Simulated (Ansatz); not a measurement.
YInCu4 in space group F-43m (No. 216; Y on 4a, In on 4d, Cu on 16e), DFT-PBE in the program Ansatz with PAW potentials, all energies at zero smearing, with the estimated change up to a 700 eV cutoff added, with one set of potentials and settings (totals compare only within such a set). Cell of 6 atoms (1 Y, 1 In, 4 Cu): -35949.047 eV.

| element | reference phase | E (eV/atom) |
|---|---|---|
| Y | P6_3/mmc, 2 atoms in the cell | -3848.6897 |
| In | I4/mmm, 1 atoms in the cell | -5597.9156 |
| Cu | Fm-3m, 1 atoms in the cell | -6625.1847 |

Formation energy per atom, worked out: (-35949.047 − 1×(-3848.6897) − 1×(-5597.9156) − 4×(-6625.1847))/6 = -0.284 eV/atom (-27 kJ per mol of atoms), at 0 K, without zero-point energy or fitted corrections.

The workflow started from a Materials Project entry (that database holds measured and hypothetical structures alike); the Crystallography Open Database copy checked does not list it. With Y and In taken as one species the cell has the higher symmetry Fd-3m, so it may be an ordered model of a mixed-site phase. Whether it is the stable phase at ambient conditions was not checked. The PBE relaxation kept the symmetry of its start; whether a distortion lowers the energy is not shown. The run is not spin-polarised. The references are the lowest solids computed at this level, not always the standard phases.

Potentials: the earlier of the program's two PAW sets.
